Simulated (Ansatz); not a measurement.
**MnF₂**

Computed with Ansatz (plane waves, PAW, 500 eV cutoff): r²SCAN, scalar-relativistic, collinear spin, 6×6×8 k-mesh, Gaussian smearing of 0.05 eV; PAW files: Ansatz's generated set soft_2.

```
CELL_PARAMETERS angstrom
4.86957 0.00000 0.00000
0.00000 4.86957 0.00000
0.00000 0.00000 3.29179
ATOMIC_POSITIONS crystal
Mn 0.00000 0.00000 0.00000
Mn 0.50000 0.50000 0.50000
F 0.30404 0.30404 0.00000
F 0.19596 0.80404 0.50000
F 0.69596 0.69596 0.00000
F 0.80404 0.19596 0.50000
```

The chain of runs began from a cell as deposited in COD, expanded in volume.

Magnetic state: antiferromagnetic, site spin moments Mn 4.22, -4.22 μB.

The run above is the reference. The same cell was run again with other input settings; several of them aren't fit for production, so the rows show the settings' effect and aren't properties of the material.

| keys changed | outcome | ΔE (meV/atom) | P (GPa) | gap on the mesh (eV) | cell moment (μB) | largest force component (eV/Å) | SCF iterations | rough core-seconds | new warnings |
| --- | --- | --- | --- | --- | --- | --- | --- | --- | --- |
| none (reference) | converged | 0.0 | 0.0 | 2.99 | 0.00 | 0.008 | – | – | – |
| scf.occupations.width: 0.05 → null; scf.occupations.method: "gaussian" → "tetrahedron"; hamiltonian.pseudopotentials: {"kind": "nc"}; scf.algorithm: "density_mixing" | converged | – | -2.9 | 0.14 | 0.00 | 0.071 | 13 | 40 | band table not solved further; cutoff below recommended; tetrahedron derivatives may miss energy slope |
| kpoints.mp_grid.grid: [6, 6, 8] → [2, 2, 3]; basis.ecutwfc: 500 → "500 eV"; scf.occupations.method: "gaussian" → "methfessel_paxton"; scf.occupations.width: 0.05 → 0.15 | converged | 1.4 | 0.0 | 2.99 | 0.00 | 0.010 | 15 | 9 | – |
| scf.algorithm: "density_mixing" | converged | 0.0 | 0.0 | 2.99 | 0.00 | 0.008 | 16 | 50 | – |
| basis.xc_grid: 3 | converged | 0.0 | 0.0 | 2.99 | 0.00 | 0.008 | 16 | 50 | – |

These changes also left energy (to 0.1 meV/atom), pressure, gap, moment and forces as in the reference: scf.mixing.algorithm: "anderson"; scf.mixing.beta: 0.05; scf.mixing.ndim: 4; basis.ecutrho_ratio: 4 → 9 | scf.n_extra_bands: 2.

ΔE is the energy with the smearing extrapolated to zero. It is left out where the change alters the Hamiltonian or the spin treatment. The varied runs start from atomic densities (corrected by the program's trained start where that serves), with the default search for lower states unless a row changes it, while the reference went on from a saved state, so a magnet may end in another state whatever the setting.

(1) What happens with these changes: hamiltonian.hubbard: {"sites": [{"species": "Mn", "l": "d", "u_eff": 4.0}], "double_counting": "fll"}; scf.occupations.method: "gaussian" → "methfessel_paxton"; scf.occupations.width: 0.05 → 0.005?

Answer:

(1) outcome converged, P (GPa) 2.5, gap on the mesh (eV) 4.43, cell moment (μB) 0.00, largest force component (eV/Å) 0.007, SCF iterations 16, rough core-seconds 70.

Other pseudopotential files need their own cutoff; where it is too low, pressure and moments show the cutoff and not the files.

2 further runs (cut off, refused for memory, with changed atoms or starts, or in doubt) are left out.

Of the reference: Semilocal functionals underestimate band gaps, commonly by a third or more. The run wasn't fully tested for a lower electronic state. Site moments are of spin, integrated over atomic spheres.
